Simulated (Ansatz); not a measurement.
Mg2BO3F — field gradients at the nuclei

The cell is an entry of the Crystallography Open Database (COD), its atoms then relaxed with PBE in this cell.

```
Mg B O F
1.0
     9.33000    0.00000    0.00000
     0.00000    3.09800    0.00000
     0.00000    0.00000    9.39000
Mg B O F
8 4 12 4
Direct
  0.13412 0.75000 0.92865
  0.86588 0.25000 0.07135
  0.63412 0.75000 0.57135
  0.36588 0.25000 0.42865
  0.39878 0.25000 0.81916
  0.60122 0.75000 0.18084
  0.89878 0.25000 0.68084
  0.10122 0.75000 0.31916
  0.17371 0.75000 0.62920
  0.82629 0.25000 0.37080
  0.67371 0.75000 0.87080
  0.32629 0.25000 0.12920
  0.25793 0.75000 0.75130
  0.74207 0.25000 0.24870
  0.75793 0.75000 0.74870
  0.24207 0.25000 0.25130
  0.02875 0.75000 0.64204
  0.97125 0.25000 0.35796
  0.52875 0.75000 0.85796
  0.47125 0.25000 0.14204
  0.23927 0.75000 0.49601
  0.76073 0.25000 0.50399
  0.73927 0.75000 0.00399
  0.26073 0.25000 0.99601
  0.99111 0.25000 0.88940
  0.00889 0.75000 0.11060
  0.49111 0.25000 0.61060
  0.50889 0.75000 0.38940
```

Sites (sets of like atoms) are named by element and the number of their first atom in this list.

Method: Kohn–Sham DFT in Ansatz, PBE, plane waves and PAW, scalar-relativistic, 420 eV cutoff, Γ-centred 3×7×3 k-points, Fermi–Dirac smearing 0.02 eV.

C_Q = eQV_zz/h, which is 24.18 MHz for Q = 1 b and V_zz = 10²¹ V/m²; η = (V_xx − V_yy)/V_zz. Directions are in the Cartesian axes of the cell vectors above, for the atom listed; none is given where the gradient is under 0.02 or η is above 0.95.

| site | first atom | first shell | V_zz (10²¹ V/m²) | η | direction of V_zz (x, y, z) |
| --- | --- | --- | --- | --- | --- |
| Mg1 | 1 | 3 O at 2.03–2.05 Å, 3 F at 2.07–2.08 Å | 1.01 | 0.38 | 0.65 0.00 0.76 |
| Mg5 | 5 | 5 O at 2.00–2.13 Å, 1 F at 2.14 Å | 1.50 | 0.46 | -0.02 0.00 1.00 |
| B | 9 | 3 O at 1.36–1.39 Å | 2.77 | 0.17 | 0.00 1.00 0.00 |
| O13 | 13 | 1 B at 1.39 Å, 3 Mg at 2.03–2.13 Å | -5.82 | 0.85 | 0.85 0.00 -0.53 |
| O17 | 17 | 1 B at 1.36 Å, 2 Mg at 2.00 Å; also 2 Mg at 2.87–3.11 Å | -7.57 | 0.54 | 0.11 0.00 0.99 |
| O21 | 21 | 1 B at 1.39 Å, 3 Mg at 2.05–2.10 Å | -5.82 | 0.94 | 0.90 0.00 0.44 |
| F | 25 | 4 Mg at 2.07–2.14 Å; also 4 B at 3.35–3.36 Å | 0.43 | 0.16 | 0.96 0.00 -0.29 |

At B and O17 V_zz stands upright on the plane through its three neighbours (within 4°) in each case.

At this cell the principal stresses reach 5 GPa in size with PBE, which can matter for small gradients. Where η is near 1 the sign of V_zz means little.

The relaxation (5 steps) took 1.8 min of wall time (1.8 min of CPU time) and 0.87 GiB at its peak, on 1 thread of Intel Xeon Platinum 8259CL CPU @ 2.50GHz (Skylake/Cascade Lake) (x86_64; 4 cores open to the job, memory cap 3.0 GiB, no GPU), a shared host with a load of 0.2 a core.
